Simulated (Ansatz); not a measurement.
MoPt:
```xyz
2
Lattice="2.6998 0.0000 0.0000 0.0000 2.6998 0.0000 0.0000 0.0000 4.0898" Properties=species:S:1:pos:R:3 pbc="T T T"
Pt     0.0000     0.0000     0.0000
Mo     1.3499     1.3499     2.0449
```

Relaxed with PBEsol. Special points in fractions of this cell's reciprocal vectors: Γ (0.000, 0.000, 0.000); X (0.000, 0.500, 0.000); M (0.500, 0.500, 0.000); Z (0.000, 0.000, 0.500); R (0.000, 0.500, 0.500); A (0.500, 0.500, 0.500).

List the band energies nearest the Fermi level at these points for plane-wave PAW PBEsol with spin–orbit coupling (Ansatz code).

In eV from the Fermi level; about four levels below and three above (degenerate sets whole), none deeper than 8.9 eV; points with the same levels are listed once.

```csv
k,below,above
Γ,-1.31 -1.31 -0.98 -0.98,1.31 1.31 2.48 2.48
X,-2.80 -2.80 -2.20 -2.20,0.02 0.02 1.48 1.48
M,-6.72 -6.72 -6.56 -6.56,0.07 0.07 0.09 0.09
Z,-1.48 -1.48 -1.16 -1.16,0.70 0.70 0.87 0.87
R,-2.45 -2.45 -0.78 -0.78,0.41 0.41 0.44 0.44
A,-3.04 -3.04 -2.92 -2.92,0.20 0.20 0.64 0.64
```

Space group P4/mmm (L1₀ or tetragonal B2). The start of the workflow was typed in or built on a structure type; neither database checked (COD, Materials Project) lists it. Whether it is the stable phase at ambient conditions was not checked. The cell was relaxed with PBEsol under the symmetry of its start; its stability against distortions is not shown here. The run is not spin-polarised.

Potentials: the earlier of the program's two PAW sets. The files were generated under PBE; for other functionals the program regenerates the frozen cores, and for LDA and PBEsol the local potential too.
